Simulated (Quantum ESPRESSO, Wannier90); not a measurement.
## Wannierisation of Au (fcc (Cu type))

```
begin unit_cell_cart
ang
    0.0000000000    2.0856450000    2.0856450000
    2.0856450000    0.0000000000    2.0856450000
    2.0856450000    2.0856450000    0.0000000000
end unit_cell_cart
begin atoms_frac
Au   0.0000000000  0.0000000000  0.0000000000
end atoms_frac
```

Cell from Materials Project (mp-81), symmetrised, no further relaxation. This is the element's usual structure. Level: PBEsol, spinors with spin-orbit coupling; pw.x of Quantum ESPRESSO at 61 Ry with PseudoDojo potentials, 10×10×10 k-points, Wannier90. Density: 18×18×18 mesh, cold smearing 0.01 Ry.

A tight-binding model is made by disentanglement and projection with no localisation steps (num_iter = 0), so the 18 orbitals stay atom-like: hydrogen-like Au: s;p;d, axes along x, y, z; frozen window up to 3.00 eV relative to the Fermi level. It follows pw.x to 1.4 meV rms for states up to 1.0 eV relative to the Fermi level. Matrix elements depend on this choice of orbitals and windows.

Question: What are the on-site energies relative to the Fermi level, and how fast do the hoppings decay?

Answer: 
```tsv
atom	orbitals	energy (eV)
Au1	s↑ s↓	2.05
Au1	pz↑ pz↓ px↑ px↓ py↑ py↓	10.71
Au1	dz2↑ dz2↓ dx2-y2↑ dx2-y2↓	-3.65
Au1	dxz↑ dxz↓ dyz↑ dyz↓ dxy↑ dxy↓	-3.69
```

```json
[
 {"distance of the centres (Å)": "2–3", "largest modulus (eV)": "1.7"},
 {"distance of the centres (Å)": "4–5", "largest modulus (eV)": "0.28"},
 {"distance of the centres (Å)": "5–6", "largest modulus (eV)": "0.11"},
 {"distance of the centres (Å)": "6–7", "largest modulus (eV)": "0.045"},
 {"distance of the centres (Å)": "7–8", "largest modulus (eV)": "0.026"},
 {"distance of the centres (Å)": "8–9", "largest modulus (eV)": "0.016"},
 {"distance of the centres (Å)": "9–10", "largest modulus (eV)": "0.0062"},
 {"distance of the centres (Å)": "10–11", "largest modulus (eV)": "0.0030"},
 {"distance of the centres (Å)": "11–12", "largest modulus (eV)": "0.0021"}
]
```

Effective spin-orbit constants λ of λ L·S, from the same-site elements px↑–py↑ (λ/2) and dx2-y2↑–dxy↑ (λ), where they are among the larger elements: Au1 p 1.4 eV, Au1 d 0.65 eV.
